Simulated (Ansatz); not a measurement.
Pd4B: changing the functional

Space group Pmm2 (No. 25). a = 2.892 Å, b = 4.365 Å, c = 5.856 Å, α = 90.00°, β = 90.00°, γ = 90.00°
| atom | site | symmetry | x | y | z |
| --- | --- | --- | --- | --- | --- |
| Pd | 1c | mm2 | 0.5000 | 0.0000 | 0.1976 |
| Pd | 1a | mm2 | 0.0000 | 0.0000 | 0.6195 |
| Pd | 1b | mm2 | 0.0000 | 0.5000 | 0.3292 |
| Pd | 1d | mm2 | 0.5000 | 0.5000 | 0.8676 |
| B | 1c | mm2 | 0.5000 | 0.0000 | 0.8632 |

The cell comes from a database or a generator and needn't be the stable form of this composition.

Kept alike: task band structure; k mesh 7 × 5 × 4; occupations fermi-dirac, width 0.05 eV; no spin polarisation. Program: Ansatz, Ansatz PAW. Cutoffs run from 420 to 500 eV. The mesh is that of the run's cell of 5 atoms. No spin-orbit coupling.

| functional | pressure (GPa) |
| --- | --- |
| BLYP | 7.24 |
| LDA | -13.27 |
| PBE | -1.21 |
| PBEsol | -8.55 |
| RPBE | 2.77 |
| r2SCAN | -4.65 |
| revPBE | 1.68 |

Pressure is positive in compression, with a Pulay correction for the finite cutoff. For a metal such a mesh leaves the last digits unconverged. All rows use potentials made for PBE.

Task: What does the functional change here?

Result: The pressure runs from -13.27 (LDA) to 7.24 GPa (BLYP). From PBE: BLYP +8.45; LDA -12.06; PBEsol -7.34; RPBE +3.98; r2SCAN -3.44; revPBE +2.89.
